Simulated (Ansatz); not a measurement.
Here is the system:

GaCo (CsCl type, Pm-3m), a = b = c = 2.8400 Å, α = β = γ = 90.00°.

This is the PBEsol-relaxed structure.

Task: All from DFT-PBEsol in the program Ansatz with PAW potentials, unless another level is named. Estimate the density of states at the Fermi level.

Result: 0.47 states/eV per atom (mean over ±0.08 eV).

Task: And the formation energy from the elements (no fitted shifts)?

Result: -0.33 eV/atom.

Task: Predict the gap with spin–orbit coupling.

Result: none (metallic).

The cell was relaxed with PBEsol under the symmetry of its start; of distortions, only those at the zone centre were tested. The workflow began spin-polarised and lost its moments. The references are the lowest solids computed at this level, not always the standard phases. Spin–orbit coupling is left out wherever it is not named.

Potentials: the later of the program's two PAW sets.
